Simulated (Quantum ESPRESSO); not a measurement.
pw.x input (Quantum ESPRESSO 7.5; PBEsol, PseudoDojo standard norm-conserving files, scalar-relativistic):

```
&CONTROL
  calculation = 'scf'
  pseudo_dir = './pseudo'
  outdir = './out'
  tprnfor = .true.
  tstress = .true.
/
&SYSTEM
  ibrav = 0
  nat = 12
  ntyp = 4
  ecutwfc = 84.0
  ecutrho = 336.0
  occupations = 'smearing'
  smearing = 'fd'
  degauss = 0.002
  nbnd = 48
/
&ELECTRONS
  conv_thr = 1.2e-09
/
ATOMIC_SPECIES
O 15.9990 O.upf
S 32.0600 S.upf
Sc 44.9559 Sc.upf
Cs 132.9055 Cs.upf
CELL_PARAMETERS angstrom
  5.246769953000   0.000000000000   0.000000000000
 -2.623384977000   4.543836067000   0.000000000000
  0.000000000000   0.000000000000   8.871640000000
ATOMIC_POSITIONS crystal
O   0.137680000000   0.362350000000   0.144190000000
O   0.637650000000   0.775330000000   0.144190000000
O   0.224670000000   0.862320000000   0.144190000000
O   0.362350000000   0.137680000000   0.855810000000
O   0.775330000000   0.637650000000   0.855810000000
O   0.862320000000   0.224670000000   0.855810000000
O   0.333333333000   0.666666667000   0.366840000000
O   0.666666667000   0.333333333000   0.633160000000
S   0.333333333000   0.666666667000   0.202460000000
S   0.666666667000   0.333333333000   0.797540000000
Sc   0.000000000000   0.000000000000   0.000000000000
Cs   0.000000000000   0.000000000000   0.500000000000
K_POINTS automatic
6 6 4 0 0 0
```

End of the output:

```

[...]
     the Fermi energy is     3.9169 ev
!    total energy              =    -451.80588571 Ry
     estimated scf accuracy    <          3.8E-10 Ry
     smearing contrib. (-TS)   =       0.00000000 Ry
     internal energy E=F+TS    =    -451.80588571 Ry
     The total energy is F=E-TS. E is the sum of the following terms:
     one-electron contribution =    -337.26764033 Ry
     hartree contribution      =     201.98441704 Ry
     xc contribution           =    -109.18846825 Ry
     ewald contribution        =    -207.33419416 Ry
     convergence has been achieved in  13 iterations
     Forces acting on atoms (cartesian axes, Ry/au):
     atom    1 type  1   force =     0.00679472    0.00368156   -0.00177694
     atom    2 type  1   force =    -0.00658569    0.00404362   -0.00177694
     atom    3 type  1   force =    -0.00020903   -0.00772518   -0.00177694
     atom    4 type  1   force =    -0.00020903    0.00772518    0.00177694
     atom    5 type  1   force =     0.00679472   -0.00368156    0.00177694
     atom    6 type  1   force =    -0.00658569   -0.00404362    0.00177694
     atom    7 type  1   force =     0.00000000    0.00000000   -0.00671585
     atom    8 type  1   force =     0.00000000    0.00000000    0.00671585
     atom    9 type  2   force =     0.00000000    0.00000000   -0.00571503
     atom   10 type  2   force =     0.00000000    0.00000000    0.00571503
     atom   11 type  3   force =     0.00000000    0.00000000    0.00000000
     atom   12 type  4   force =     0.00000000    0.00000000    0.00000000
     Total force =     0.023083     Total SCF correction =     0.000045
     Computing stress (Cartesian axis) and pressure
          total   stress  (Ry/bohr**3)                   (kbar)     P=      -24.02
  -0.00016125  -0.00000000  -0.00000000          -23.72       -0.00       -0.00
  -0.00000000  -0.00016125  -0.00000000           -0.00      -23.72       -0.00
   0.00000000   0.00000000  -0.00016735            0.00        0.00      -24.62
```
In a gapped system the printed Fermi energy is only some level inside the gap.

Geometry of the Materials Project entry, not relaxed at this level.
